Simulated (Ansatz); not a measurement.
BaZrO₃ in Ansatz, relaxation

The input file (Ansatz 0.2.0, plane waves):

```yaml
crystal:
  lattice:
    - [4.175293, 0.0, 0.0]
    - [0.0, 4.175293, 0.0]
    - [0.0, 0.0, 4.175293]
  atoms:
    - { symbol: O, position: [0.0, 0.5, 0.5] }
    - { symbol: O, position: [0.5, 0.0, 0.5] }
    - { symbol: O, position: [0.5, 0.5, 0.0] }
    - { symbol: Ba, position: [0.0, 0.0, 0.0] }
    - { symbol: Zr, position: [0.5, 0.5, 0.5] }
  symmetry: { tolerance: 0.0003 }
kpoints:
  mp_grid: { grid: [6, 6, 6], shift: [0, 0, 0] }
magnetization:
  noncollinear: true
  spin_orbit: true
scf:
  occupations: { method: gaussian, width: 0.1515 }
  lower_state_search: "off"
hamiltonian:
  pseudopotentials: { kind: paw_fr }
  xc: r2scan
basis:
  ecutwfc: 500
  fft_grid_basis: typed
relax:
  max_steps: 60
  cell: { p_target: 0.0 }
output:
  forces: true
  stress: true
  eigenvalues: true
  bader: true
  populations: true
  elf: true
  write_potential: true
  volumetric_format: npy
  dos:
    e_range: [-12, 8]
    de: 0.05
    projected: { site_lists: { Ba: [Ba], O: [O], Zr: [Zr] } }
    method: { smearing: { sigma: 0.1, scheme: gaussian } }
checkpoint:
  read: saved_state
```

Run with:

```bash
ansatz run input.yaml --threads 2 --pin off --max-ram 3584MiB --backend cpu --events-out ev --progress --plain --runs-dir out
```

Origin of the cell: a database entry, scaled a little.

The saved state is a converged single point of the same cell.

Steps («new basis» is an SCF on plane waves selected anew at the same cell):

```csv
step,ΔF (meV/atom),max force component (eV/Å),P (GPa),volume (Å³),SCF iterations,step was
1,0.0,0.000,3.64,72.79,8,accepted
2,-2.3,0.000,-1.79,75.20,7,accepted
3,-3.4,0.000,-0.07,74.39,6,accepted
4,-3.4,0.000,0.00,74.36,5,accepted
5,-3.5,0.000,0.00,74.36,6,new basis
```

Before:

Space group Pm-3m (No. 221); the run's cell has a = 4.175 Å, b = 4.175 Å, c = 4.175 Å, α = 90.00°, β = 90.00°, γ = 90.00°. Shortest distances: O–Zr 2.09 Å, O–O 2.95 Å, Ba–O 2.95 Å.

The relaxed structure.

Space group Pm-3m (No. 221); the run's cell has a = 4.205 Å, b = 4.205 Å, c = 4.205 Å, α = 90.00°, β = 90.00°, γ = 90.00°. Shortest distances: O–Zr 2.10 Å, O–O 2.97 Å, Ba–O 2.97 Å.

```xyz
5
Lattice="4.2050 0.0000 0.0000 0.0000 4.2050 0.0000 0.0000 0.0000 4.2050" Properties=species:S:1:pos:R:3 pbc="T T T"
O     0.0000    2.1025    2.1025
O     2.1025    0.0000    2.1025
O     2.1025    2.1025    0.0000
Ba    0.0000    0.0000    0.0000
Zr    2.1025    2.1025    2.1025
```

```
Free energy lowered by  : 3.5 meV/atom
Volume change           : 2.15 %
Final pressure          : 0.00 GPa
Relaxation steps listed : 5
Gap on the mesh         : 3.70 eV
```

Caveats: the relaxation held the start's symmetry, so the end may be a saddle point; wide smearing.

It ran for 110 s of wall time on 2 CPU thread(s) of a shared host, from a saved density.
